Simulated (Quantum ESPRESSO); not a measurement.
TaTi6Li, input and log of a self-consistent run

Simulated, not a measurement. The program is pw.x of Quantum ESPRESSO 7.5 (plane-wave density functional theory). The cell is made up: eight metal atoms on a face-centred cubic lattice, with elements, volume, strain and displacements drawn at random and not relaxed, so it may be unstable or far from any real phase. PseudoDojo standard norm-conserving files set the functional (PBE unless stated); there is no spin polarisation or spin-orbit coupling, the Fermi-Dirac width of 0.25 eV means electrons at about 2900 K, and the masses in the input are unused placeholders. Heavy elements are run without spin-orbit coupling, which real alloys of them have. A spin test at this wide smearing found no moment, but such smearing suppresses magnetism that the real alloy may have.

Input:

```
&control calculation='scf', pseudo_dir='./dojo.nc.sr.pbe.v0_5.standard.upf', outdir='./o', disk_io='medium', tprnfor=.true., tstress=.true. /
&system ibrav=0, nat=8, ntyp=3, nbnd=61, ecutwfc=84.00895049, nosym=.true., tot_charge=0,
 occupations='smearing', smearing='fd', degauss=0.0183746611
/
&electrons conv_thr=1.470e-08, electron_maxstep=70, mixing_beta=0.5 /
ATOMIC_SPECIES
Li 1.0 Li.upf
Ta 1.0 Ta.upf
Ti 1.0 Ti.upf
CELL_PARAMETERS angstrom
-4.2258 0.0 0.0
-2.1129 -4.2258 -2.1129
-2.1129 -4.2258 6.3386
ATOMIC_POSITIONS angstrom
Ta -0.0225 0.1159 -0.0042
Ti -2.0532 -4.0834 2.1832
Ti -2.0601 -2.1493 0.2823
Ti -4.4869 -6.3447 2.0457
Ti -4.3307 -4.3964 4.5895
Ti -4.137 -4.3102 -0.2261
Li -4.3007 -2.1272 1.9466
Ti -6.2982 -6.2815 4.2593
K_POINTS automatic
6 5 3 1 1 1
```

The log is shortened where brackets say so; the opening notice, blank lines, dates and the lines on written files are dropped, and the path of the files is cut. It prints rydbergs, bohrs and kilobars, and counts compression as positive stress. Its total energy is the free energy E - TS of the whole cell.

```
     Program PWSCF v.7.5
     Parallel version (MPI & OpenMP), running on       1 processor cores
     Number of MPI processes:                 1
     Threads/MPI process:                     1
     [start-up lines left out]
     bravais-lattice index     =            0
     lattice parameter (alat)  =       7.9856  a.u.
     unit-cell volume          =    1018.4701 (a.u.)^3
     number of atoms/cell      =            8
     number of atomic types    =            3
     number of electrons       =        88.00
     number of Kohn-Sham states=           61
     kinetic-energy cutoff     =      84.0090  Ry
     charge density cutoff     =     336.0358  Ry
     scf convergence threshold =      1.5E-08
     mixing beta               =       0.5000
     number of iterations used =            8  plain     mixing
     Exchange-correlation= PBE
                           (   1   4   3   4   0   0   0)
     [axes and pseudopotential details left out]
   Cartesian axes
     site n.     atom                  positions (alat units)
         1        Ta     tau(   1) = (  -0.0053244   0.0274268  -0.0009939  )
         2        Ti     tau(   2) = (  -0.4858725  -0.9663022   0.5166359  )
         3        Ti     tau(   3) = (  -0.4875053  -0.5086138   0.0668039  )
         4        Ti     tau(   4) = (  -1.0617871  -1.5014198   0.4840977  )
         5        Ti     tau(   5) = (  -1.0248237  -1.0403711   1.0860665  )
         6        Ti     tau(   6) = (  -0.9789862  -1.0199725  -0.0535047  )
         7        Li     tau(   7) = (  -1.0177245  -0.5033840   0.4606465  )
         8        Ti     tau(   8) = (  -1.4904160  -1.4864641   1.0079275  )
     number of k points=    45  Fermi-Dirac smearing, width (Ry)=  0.0184
                       cart. coord. in units 2pi/alat
        k(    1) = (  -0.0833333  -0.0750002   0.0333337), wk =   0.0444444
        k(    2) = (  -0.0833333   0.0916684  -0.3000035), wk =   0.0444444
     [further k points left out]
     Dense  grid:   105865 G-vectors     FFT dimensions: (  48,  60,  90)
     Estimated max dynamical RAM per process >     171.23 MB
     Initial potential from superposition of free atoms
     starting charge      87.9850, renormalised to      88.0000
     Starting wfcs are   72 randomized atomic wfcs
     total cpu time spent up to now is       28.3 secs
     per-process dynamical memory:    98.2 Mb
     Self-consistent Calculation
     iteration #  1     ecut=    84.01 Ry     beta= 0.50
     Davidson diagonalization with overlap
     ethr =  1.00E-02,  avg # of iterations =  2.7
     Threshold (ethr) on eigenvalues was too large:
     Diagonalizing with lowered threshold
     Davidson diagonalization with overlap
     ethr =  9.98E-04,  avg # of iterations =  4.0
     total cpu time spent up to now is      163.9 secs
     total energy              =    -856.23682656 Ry
     estimated scf accuracy    <       0.96672791 Ry
     iteration #  2     ecut=    84.01 Ry     beta= 0.50
     Davidson diagonalization with overlap
     ethr =  1.10E-03,  avg # of iterations =  7.1
     total cpu time spent up to now is      261.6 secs
     total energy              =    -853.78186346 Ry
     estimated scf accuracy    <      77.40796687 Ry
     iteration #  3     ecut=    84.01 Ry     beta= 0.50
     Davidson diagonalization with overlap
     ethr =  1.10E-03,  avg # of iterations =  6.0
     total cpu time spent up to now is      340.9 secs
     total energy              =    -856.53308331 Ry
     estimated scf accuracy    <       4.18155278 Ry
     iteration #  4     ecut=    84.01 Ry     beta= 0.50
     Davidson diagonalization with overlap
     ethr =  1.10E-03,  avg # of iterations =  4.8
     total cpu time spent up to now is      400.5 secs
     total energy              =    -856.68746170 Ry
     estimated scf accuracy    <       0.83229497 Ry
     iteration #  5     ecut=    84.01 Ry     beta= 0.50
     Davidson diagonalization with overlap
     ethr =  9.46E-04,  avg # of iterations =  3.0
     total cpu time spent up to now is      454.1 secs
     total energy              =    -856.75536059 Ry
     estimated scf accuracy    <       0.12635995 Ry
     [iterations 6 to 17 left out]
     iteration # 18     ecut=    84.01 Ry     beta= 0.50
     Davidson diagonalization with overlap
     ethr =  1.82E-09,  avg # of iterations =  5.9
     total cpu time spent up to now is     1393.2 secs
     total energy              =    -856.78639775 Ry
     estimated scf accuracy    <       0.00000355 Ry
     iteration # 19     ecut=    84.01 Ry     beta= 0.50
     Davidson diagonalization with overlap
     ethr =  1.82E-09,  avg # of iterations =  2.0
     total cpu time spent up to now is     1446.1 secs
     total energy              =    -856.78639790 Ry
     estimated scf accuracy    <       0.00000057 Ry
     iteration # 20     ecut=    84.01 Ry     beta= 0.50
     Davidson diagonalization with overlap
     ethr =  6.51E-10,  avg # of iterations =  4.3
     total cpu time spent up to now is     1499.8 secs
     total energy              =    -856.78639795 Ry
     estimated scf accuracy    <       0.00000010 Ry
     iteration # 21     ecut=    84.01 Ry     beta= 0.50
     Davidson diagonalization with overlap
     ethr =  1.16E-10,  avg # of iterations =  6.3
     total cpu time spent up to now is     1561.9 secs
     total energy              =    -856.78639796 Ry
     estimated scf accuracy    <       0.00000005 Ry
     iteration # 22     ecut=    84.01 Ry     beta= 0.50
     Davidson diagonalization with overlap
     ethr =  5.99E-11,  avg # of iterations =  2.6
     total cpu time spent up to now is     1611.0 secs
     End of self-consistent calculation
     [lines on levels left out]
!    total energy              =    -856.78639796 Ry
     estimated scf accuracy    <          8.2E-09 Ry
     smearing contrib. (-TS)   =      -0.19118818 Ry
     internal energy E=F+TS    =    -856.59520978 Ry
     The total energy is F=E-TS. E is the sum of the following terms:
     one-electron contribution =    -351.56755146 Ry
     hartree contribution      =     196.86985619 Ry
     xc contribution           =    -137.32442672 Ry
     ewald contribution        =    -564.57308778 Ry
     convergence has been achieved in  22 iterations
     Forces acting on atoms (cartesian axes, Ry/au):
     atom    1 type  2   force =     0.00410204    0.00939969    0.01377705
     atom    2 type  3   force =    -0.01163743   -0.03639818    0.00900236
     atom    3 type  3   force =    -0.01178833   -0.01333592   -0.06003875
     atom    4 type  3   force =     0.02624215    0.00362522    0.01137244
     atom    5 type  3   force =     0.01685342    0.01514289   -0.03526377
     atom    6 type  3   force =    -0.01873212    0.02432115    0.02989041
     atom    7 type  1   force =     0.01794632   -0.00048475    0.02837051
     atom    8 type  3   force =    -0.02298606   -0.00227010    0.00288975
     Total force =     0.108861     Total SCF correction =     0.000115
     Computing stress (Cartesian axis) and pressure
          total   stress  (Ry/bohr**3)                   (kbar)     P=      -44.54
  -0.00030815   0.00001410  -0.00001588          -45.33        2.07       -2.34
   0.00001410  -0.00025862   0.00003153            2.07      -38.04        4.64
  -0.00001588   0.00003153  -0.00034155           -2.34        4.64      -50.24
     init_run     :     26.71s CPU     28.17s WALL (       1 calls)
     electrons    :   1485.80s CPU   1582.74s WALL (       1 calls)
     forces       :      8.27s CPU      8.36s WALL (       1 calls)
     stress       :     34.95s CPU     35.23s WALL (       1 calls)
     [timing details left out]
     PWSCF        :  25m56.04s CPU  27m35.08s WALL
     JOB DONE.
```

In other units: free energy -11657.173 eV for the cell, pressure -4.45 GPa, largest force component 1.544 eV/Å in size. The run took 1656 s of wall time with one process on a shared machine (AMD EPYC, Zen 5, virtual cores), so the time is rough. A rerun of this cell at a higher cutoff and on a denser mesh moved values by no more than 0.002 eV in energy, 0.02 GPa in stress and 0.003 eV/Å in force, and a second program with other atomic files agreed on that cell to 2 % rms in force and 0.5 GPa in pressure.